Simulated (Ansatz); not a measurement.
**ScAg3, first-principles data**

ScAg3:
```xyz
4
Lattice="4.1577 0.0000 0.0000 0.0000 4.1577 0.0000 0.0000 0.0000 4.1577" Properties=species:S:1:pos:R:3 pbc="T T T"
Ag     0.0000     2.0788     2.0788
Ag     2.0788     2.0788     0.0000
Ag     2.0788     0.0000     2.0788
Sc     0.0000     0.0000     0.0000
```

Space group Pm-3m (No. 221), Cu3Au type; conventional cell a = b = c = 4.158 Å, α = β = γ = 90.00°.

Method: DFT-PBEsol in the program Ansatz with PAW potentials. Structure relaxed to zero pressure with the same functional. Other levels are named where they apply.

Cell and energy:

```json
{
 "volume_per_atom": "17.97 Å³",
 "density": "8.52 g/cm³",
 "Formation energy from the elements (no fitted shifts)": "-0.11 eV/atom"
}
```

Electronic structure:

```json
{
 "electronic_character": "metallic (no gap)",
 "Density of states at the Fermi level": "0.76 states/eV per atom (mean over ±0.08 eV)",
 "Gap with spin–orbit coupling": "none (metallic)"
}
```

Mechanics:

```json
{
 "Bulk modulus (Birch–Murnaghan fit)": "100 GPa",
 "Pressure derivative B′": "5.2",
 "Elastic constants (relaxed ions, GPa)": "C11 = 117, C12 = 91.8, C44 = 41.5",
 "mechanical_stability": "stable (all eigenvalues of C positive)",
 "hill_bulk_and_shear_moduli": "100 and 25.8 GPa",
 "Young's modulus": "71.2 GPa",
 "Poisson's ratio": "0.38",
 "debye_temperature_from_the_elastic_constants": "223 K"
}
```

Phonons:

```json
{
  "highest_zone_centre_frequency": "190 cm⁻¹",
  "zone_centre_stability": "no imaginary mode at Γ"
}
```

The start of the workflow was typed in or built on a structure type; neither database checked (COD, Materials Project) lists it. Whether it is the stable phase at ambient conditions was not checked. Symmetry was held in the PBEsol relaxation. The run is not spin-polarised. As this level gives no gap, shear constants depend on the k-mesh and smearing (Fermi–Dirac, 0.1 eV here). As this level gives no gap, phonon frequencies hold no LO–TO term and depend on the k-mesh and smearing (Fermi–Dirac, 0.1 eV here). The references are the lowest solids computed at this level, not always the standard phases. Scalar-relativistic: spin–orbit coupling is off unless named, which matters more the heavier the elements.

Potentials: the later of the program's two PAW sets.
